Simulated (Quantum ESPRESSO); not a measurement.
CaO (rock salt, space group Fm-3m, No. 225) has an indirect gap of 3.55 eV with PBEsol (Quantum ESPRESSO, PseudoDojo norm-conserving, 84 Ry, scalar-relativistic). After an isotropic strain (on all lattice vectors, atoms relaxed) the gap is indirect, 3.48 eV.

### Question
Which strain was applied?
(A) -3 %
(B) -1.5 %
(C) +1 %
(D) -0.7 %
(E) +2 %

### Answer
A, -3 %. Gaps found: -3 %: 3.48 eV (indirect); -1.5 %: 3.52 eV (indirect); -0.7 %: 3.54 eV (indirect); 0 %: 3.55 eV (indirect); 1 %: 3.56 eV (indirect); 2 %: 3.57 eV (indirect).
